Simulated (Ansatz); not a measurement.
With PBE (plane waves, PAW; program Ansatz), Al$_{2}$Pt in the fluorite or antifluorite type structure (Fm-3m) relaxes to a = 5.946 Å. Pt has 8 nearest neighbours from 2.57 Å (cubic). Its formation energy from the elements is -0.88 eV/atom, with no fitted shifts.

Electronic character: metallic (no gap).

Symmetry was held in the PBE relaxation. The run is not spin-polarised. The references are the lowest solids computed at this level, not always the standard phases. Scalar-relativistic: spin–orbit coupling is off unless named, which matters more the heavier the elements.

Potentials: the later of the program's two PAW sets.
